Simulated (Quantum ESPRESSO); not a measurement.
## Kohn-Sham bands of SiNi$_{2}$ (P6₃/mmc)

```yaml
crystal:
  lattice:
    - [3.87261, 0.00000, 0.00000]
    - [-1.93631, 3.35378, 0.00000]
    - [0.00000, 0.00000, 4.91621]
  atoms:
    - { symbol: Si, position: [0.66667, 0.33333, 0.25000] }
    - { symbol: Si, position: [0.33333, 0.66667, 0.75000] }
    - { symbol: Ni, position: [0.33333, 0.66667, 0.25000] }
    - { symbol: Ni, position: [0.66667, 0.33333, 0.75000] }
    - { symbol: Ni, position: [0.00000, 0.00000, 0.50000] }
    - { symbol: Ni, position: [0.00000, 0.00000, 0.00000] }
```

Cell from Materials Project (mp-507), symmetrised, no further relaxation. COD (Crystallography Open Database) has the formula in 2 space groups, this one among them (matched by group alone). Computed values, not measurements, from PBEsol: Quantum ESPRESSO (norm-conserving PseudoDojo potentials, cutoff 79 Ry, no spin polarisation, no spin-orbit coupling) on a Γ-centred 4×4×4 mesh, then Wannier90. Density: 12×12×6 mesh, cold smearing 0.01 Ry. A non-magnetic state is assumed; magnetic ones were not tried.

List the Kohn-Sham levels between −8 and 3.0 eV relative to the Fermi level at the high-symmetry points, as a band run of pw.x on that density gives them (levels within 2 meV counted together).


```csv
point,k (reciprocal lattice),levels (eV)
Γ,0.000 0.000 0.000,"-6.61, -5.22 (×2), -4.05 (×2), -3.99, -3.86 (×2), -3.34 (×2), -2.06 (×2), -1.95, -1.41 (×2), -1.39 (×2), -1.31, -0.65 (×2), 0.14, 2.69, 2.72 (×2), 2.87 (×2)"
M,0.500 0.000 0.000,"-6.97, -5.06, -4.49, -4.41, -4.13, -3.86, -3.85, -3.28, -3.25, -2.79, -2.61, -2.59, -2.39, -2.29, -2.04, -1.71, -1.56, -1.53, -1.38, -1.24, -1.04, -0.71, -0.56, 1.20, 1.85, 2.98"
K,0.333 0.333 0.000,"-7.28, -5.34 (×2), -4.34 (×2), -4.28, -3.28, -3.06, -2.89 (×2), -2.58, -2.30 (×2), -2.12 (×2), -1.95, -1.84, -1.63 (×2), -1.27 (×2), -0.57, 0.51 (×2), 1.52 (×2)"
A,0.000 0.000 0.500,"-4.89 (×4), -4.38 (×2), -3.36 (×4), -1.81 (×2), -1.45 (×4), -1.28 (×4), 2.18 (×2)"
L,0.500 0.000 0.500,"-7.44 (×2), -4.42 (×2), -4.04 (×2), -3.34 (×2), -3.12 (×2), -2.45 (×2), -2.35 (×2), -1.75 (×2), -1.74 (×2), -1.30 (×2), -0.94 (×2), 0.96 (×2), 2.92 (×2)"
H,0.333 0.333 0.500,"-6.83 (×2), -6.01 (×2), -3.98 (×2), -3.23 (×2), -2.95 (×2), -2.58 (×2), -2.32 (×2), -1.72 (×2), -1.39 (×2), -1.33 (×2), -1.17 (×2), -0.22 (×2)"
```
